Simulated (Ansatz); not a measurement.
**Question.** BN in space group P6_3/mmc (No. 194; B on 2b, N on 2c) is relaxed with plane-wave PAW r²SCAN+D4 (Ansatz code). What lattice parameters of the conventional cell result?

**Answer.** a = 2.498 Å, c = 6.662 Å.

These are the values of the symmetrised cell.

**Question.** Is it a metal or does it have a gap at this level?

**Answer.** A gap of 4.22 eV.

The start of the workflow was typed in or built on a structure type. Its sites differ from those of the usual phase in this space group: another stacking or structure type. The r²SCAN+D4 relaxation kept the symmetry of its start; whether a distortion lowers the energy is not shown. The volume moved by 53 % from the start of the relaxation.

Potentials: the later of the program's two PAW sets.
